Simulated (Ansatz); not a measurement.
# MgSi2N2 (Immm)

The calculation used Ansatz 0.2.0, DFT PBE, scalar-relativistic, plane waves, PAW.

Cutoff 420 eV; k points 14×14×14 on the computed 5-atom cell (Γ-centred); Gaussian smearing, width 0.01 eV; no spin polarisation.

The structure is relaxed at this level of theory with its symmetry kept, and needn't be the ground state of this composition.

```
Mg Si N
1.0
    -1.31839    2.85176    4.29622
     1.31839   -2.85176    4.29622
     1.31839    2.85176   -4.29622
Mg Si N
1 2 2
Cartesian
  0.0000 0.0000 0.0000
  0.0000 2.8518 1.1559
  1.3184 0.0000 3.1403
  0.0000 1.1638 4.2962
  1.3184 1.6880 0.0000
```

Task: Formation energy from the elements' standard states (uncorrected)?

Result: +0.288 eV/atom.

Task: Kohn–Sham band gap?

Result: 0.03 eV.

Task: Orbital (Löwdin) character of the top 1 eV of the valence band?

Result: N 2p 56 %, Si 3p 27 %, Si 3s 14 %.

Task: Orbital (Löwdin) character of the lowest 1 eV of the conduction band?

Result: Si 3p 46 %, N 2p 15 %, Si 3s 13 %, N 2s 8 %, Mg 3s 7 %, unprojected 10 %.

Task: Bader charge by site (e)?

Result: Mg (1 in the cell) 1.67, Si (2 in the cell) 1.28, N (2 in the cell) -2.12.

Another cell of MgSi2N2 relaxed alike, in Cmmm, lies 0.72 eV/atom lower, so this cell isn't the stable form at this level.

The cell was found from a structure generator's guess, not taken from experiment. Kohn–Sham gaps at this level usually fall short of measured ones. No dispersion correction is applied, so the spacing between layers, chains or molecules is poorly fixed. Löwdin shares on free-atom orbitals overweight diffuse shells in the empty bands.
